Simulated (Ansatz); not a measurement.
**An Ansatz input for SiC with Al replacing Si**

```yaml
crystal:
  lattice:
    - [6.19, 0.0, 0.0]
    - [-3.095, 5.3606972494, 0.0]
    - [0.0, 0.0, 15.17]
  atoms:
    - { symbol: Al, position: [0.0, 0.0, 0.125] }
    - { symbol: Si, position: [0.0, 0.5, 0.125] }
    - { symbol: Si, position: [0.5, 0.0, 0.125] }
    - { symbol: Si, position: [0.5, 0.5, 0.125] }
    - { symbol: Si, position: [0.0, 0.0, 0.625] }
    - { symbol: Si, position: [0.0, 0.5, 0.625] }
    - { symbol: Si, position: [0.5, 0.0, 0.625] }
    - { symbol: Si, position: [0.5, 0.5, 0.625] }
    - { symbol: Si, position: [0.1666666666, 0.3333333334, 0.2917] }
    - { symbol: Si, position: [0.1666666666, 0.8333333334, 0.2917] }
    - { symbol: Si, position: [0.6666666666, 0.3333333334, 0.2917] }
    - { symbol: Si, position: [0.6666666666, 0.8333333334, 0.2917] }
    - { symbol: Si, position: [0.3333333334, 0.1666666666, 0.7917] }
    - { symbol: Si, position: [0.3333333334, 0.6666666666, 0.7917] }
    - { symbol: Si, position: [0.8333333334, 0.1666666666, 0.7917] }
    - { symbol: Si, position: [0.8333333334, 0.6666666666, 0.7917] }
    - { symbol: Si, position: [0.1666666666, 0.3333333334, 0.9583] }
    - { symbol: Si, position: [0.1666666666, 0.8333333334, 0.9583] }
    - { symbol: Si, position: [0.6666666666, 0.3333333334, 0.9583] }
    - { symbol: Si, position: [0.6666666666, 0.8333333334, 0.9583] }
    - { symbol: Si, position: [0.3333333334, 0.1666666666, 0.4583] }
    - { symbol: Si, position: [0.3333333334, 0.6666666666, 0.4583] }
    - { symbol: Si, position: [0.8333333334, 0.1666666666, 0.4583] }
    - { symbol: Si, position: [0.8333333334, 0.6666666666, 0.4583] }
    - { symbol: C, position: [0.0, 0.0, 0.0] }
    - { symbol: C, position: [0.0, 0.5, 0.0] }
    - { symbol: C, position: [0.5, 0.0, 0.0] }
    - { symbol: C, position: [0.5, 0.5, 0.0] }
    - { symbol: C, position: [0.0, 0.0, 0.5] }
    - { symbol: C, position: [0.0, 0.5, 0.5] }
    - { symbol: C, position: [0.5, 0.0, 0.5] }
    - { symbol: C, position: [0.5, 0.5, 0.5] }
    - { symbol: C, position: [0.1666666666, 0.3333333334, 0.1667] }
    - { symbol: C, position: [0.1666666666, 0.8333333334, 0.1667] }
    - { symbol: C, position: [0.6666666666, 0.3333333334, 0.1667] }
    - { symbol: C, position: [0.6666666666, 0.8333333334, 0.1667] }
    - { symbol: C, position: [0.3333333334, 0.1666666666, 0.6667] }
    - { symbol: C, position: [0.3333333334, 0.6666666666, 0.6667] }
    - { symbol: C, position: [0.8333333334, 0.1666666666, 0.6667] }
    - { symbol: C, position: [0.8333333334, 0.6666666666, 0.6667] }
    - { symbol: C, position: [0.1666666666, 0.3333333334, 0.8333] }
    - { symbol: C, position: [0.1666666666, 0.8333333334, 0.8333] }
    - { symbol: C, position: [0.6666666666, 0.3333333334, 0.8333] }
    - { symbol: C, position: [0.6666666666, 0.8333333334, 0.8333] }
    - { symbol: C, position: [0.3333333334, 0.1666666666, 0.3333] }
    - { symbol: C, position: [0.3333333334, 0.6666666666, 0.3333] }
    - { symbol: C, position: [0.8333333334, 0.1666666666, 0.3333] }
    - { symbol: C, position: [0.8333333334, 0.6666666666, 0.3333] }
total_charge: -1
kpoints:
  mp_grid: { grid: [4, 4, 2] }
scf:
  occupations: { method: fermi_dirac, width: 0.01 }
  max_iter: 60
hamiltonian:
  xc: pbe
  pseudopotentials: { kind: paw }
  hubbard: { sites: [{ species: Si, l: f, u_eff: 30.0 }] }
output:
  forces: true
  stress: true
  populations: true
  efg: { quadrupole_moments_barn: { Al: 0.1466 }, contact_densities: true }
```

```sh
ansatz run input.yaml --threads 1 --pin off --max-ram 3072MiB --backend cpu --events-out ev --progress --plain --runs-dir out
```

(1) What happens when this input is run?

Results:

(1) The program refused the input. The input holds a U on a shell that isn't there. The program says:

```
Error: inconsistent input (hamiltonian.hubbard.sites[].l, hamiltonian.hubbard.sites[].shell): the file of Si doesn't list 4f, and it can't be added: PBE doesn't bind the shell 4f of the free atom, whose level lies at +1.08 eV. Type an atom or ion with it (hamiltonian.pseudopotentials.projection_atoms), take another file or name another shell
```

Against a sound input the change was `hamiltonian.hubbard`: not typed → {sites: [{species: Si, l: f, u_eff: 30.0}]}; `scf.max_iter`: not typed → 60.

With the sound settings the run converges and gives V_zz (10²¹ V/m²) Al 0.23 (η 0.00), Si2 0.79 (η 0.43), Si5 -0.33 (η 0.00), Si6 -0.36 (η 0.14), Si9 -1.02 (η 0.20), Si11 -0.38 (η 0.00), among others; a site carries the number of its first atom in the input. The defect repeats with the cell of 48 atoms, so it feels its images: sites between two images don't show the values beside a lone defect, and zeros or small values of η there can come from the images' arrangement. C and Si carry a gradient in the pure host already, so the values there aren't the defect's effect alone. A uniform background compensates the cell's charge. The neighbours have not yet relaxed around the defect (largest force 2.7 eV/Å), so a real crystal will differ.
